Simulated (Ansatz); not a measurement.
Trial structure of NaAg2I3, not yet relaxed:

```
CELL_PARAMETERS angstrom
3.13202 1.80827 5.94359
-3.13202 1.80827 5.94359
0.00000 -3.61654 5.94359
ATOMIC_POSITIONS crystal
Na 0.50000 0.50000 0.50000
Ag 0.80105 0.80105 0.80105
Ag 0.19895 0.19895 0.19895
I 0.50000 0.50000 0.00000
I 0.00000 0.50000 0.50000
I 0.50000 0.00000 0.50000
```

The calculation used DFT PBE, scalar-relativistic, plane waves, PAW in Ansatz. Settings: cutoff 420 eV, Γ-centred mesh 3×3×3 on the computed 6-atom cell, Gaussian smearing of 0.10 eV; no spin polarisation.

Energies over the elements count from the elements' standard structures at the same level, with no fitted energy shifts.

Question: Estimate its pressure, forces and energy as it stands.

Answer: The pressure is 4.2 GPa (the mean over three directions, positive in compression), the largest force is 0.43 eV/Å, and the energy is +0.33 eV/atom against the elements. The shortest distance is 3.00 Å.

Question: Is it a good guess?

Answer: A rough one: relaxing gains about 0.71 eV/atom in 24 ionic steps and ends at −0.387 eV/atom on the finer mesh. The symmetry stays R-3m (No. 166). The volume per atom grows by 57.8 %, from 33.7 to 53.1 Å³. The shortest distance goes from 3.00 Å (Ag–I) to 2.79 Å (Ag–I). The ratio c/a of the conventional cell changes by a factor of 0.51. Conventional cell: a = 9.147 Å, c = 13.197 Å. Na is surrounded by 2 Ag at 3.10 Å and 6 I at 3.44 Å; Ag has 3 I at 2.79 Å and 1 Na at 3.10 Å; around I lie 2 Ag at 2.79 Å and 2 Na at 3.44 Å.

The last run used a 6×6×6 mesh for its 6-atom cell and Gaussian smearing of 0.02 eV. Spin–orbit coupling, which can matter for I, is left out. The reference form of I is held partly by dispersion forces, which this level lacks. The relaxation can't lower the symmetry of the start, and the grade says only how near the guess is to its own end. Symmetry constrained the relaxation, so the result can be a saddle point.
